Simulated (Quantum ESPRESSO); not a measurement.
BSi2PC4, convergence and cost over cutoff and k mesh

Simulated, not a measurement. The program is pw.x of Quantum ESPRESSO 7.5 (plane-wave density functional theory). The cell is made up: 8 atoms on a wurtzite lattice, with randomly drawn elements, strain and displacements, not relaxed. PseudoDojo standard norm-conserving files (v0.5 for PBE, v0.4.1 for LDA and PBEsol) set the functional; there is no spin polarisation, spin-orbit coupling or dispersion term, and the masses in the input are unused placeholders.

Input of the run in row 4:

```
&control calculation='scf', pseudo_dir='./dojo.nc.sr.pbe.v0_5.standard.upf', outdir='./o', disk_io='low', tprnfor=.true., tstress=.true. /
&system ibrav=0, nat=8, ntyp=4, nbnd=22, ecutwfc=82.02448710, nosym=.true., tot_charge=0,
 occupations='smearing', smearing='fd', degauss=0.0018374661
/
&electrons conv_thr=7.350e-09, electron_maxstep=60, /
ATOMIC_SPECIES
B 1.0 B.upf
C 1.0 C.upf
P 1.0 P.upf
Si 1.0 Si.upf
CELL_PARAMETERS angstrom
3.0865 0.0 0.0
0.0 5.3459 0.0
0.0 0.0 5.0402
ATOMIC_POSITIONS angstrom
B -0.0735 -0.0787 -0.0747
Si 1.5122 2.6923 -0.0146
P 1.6475 0.8533 2.5059
Si -0.0232 3.5104 2.4789
C -0.0718 -0.0342 1.8645
C 1.4913 2.6194 1.9705
C 1.5857 0.8725 4.3517
C -0.0334 3.5189 4.463
K_POINTS automatic
6 4 4 1 1 1
```

The same cell was run at these settings. Meshes are shifted by half a step, and differences are from the last row, which is itself not exact.

| cutoff (eV) | k mesh | k points solved | threshold (eV) | free energy less the last row's (eV) | pressure (GPa) | largest stress difference (GPa) | largest force difference (eV/Å) | iterations | wall time (s) | k-point pools | processor |
| --- | --- | --- | --- | --- | --- | --- | --- | --- | --- | --- | --- |
| 781 | 2 x 2 x 2 | 4 | 1e-04 | -0.859 | -19.79 | 9.06 | 0.394 | 9 | 12 | 4 | Intel Xeon, older |
| 1116 | 2 x 2 x 2 | 4 | 1e-07 | -1.122 | -17.17 | 6.50 | 0.389 | 12 | 18 | 4 | Intel Xeon, older |
| 671 | 6 x 4 x 4 | 48 | 1e-07 | 0.772 | -21.93 | 5.89 | 0.080 | 12 | 43 | 4 | Intel Xeon, older |
| 1116 | 6 x 4 x 4 | 48 | 1e-07 | -0.002 | -16.21 | 0.18 | 0.017 | 12 | 70 | 4 | Intel Xeon, older |
| 1347 | 8 x 6 x 6 | 144 | 1e-07 | 0.000 | -16.14 | 0.00 | 0.000 | 12 | 216 | 4 | Intel Xeon, older |

Each pool is one process. Wall times include start-up and a band step at six k points, which weighs most on the coarsest meshes. The runs were on shared virtual cores whose load varied, so times are rough.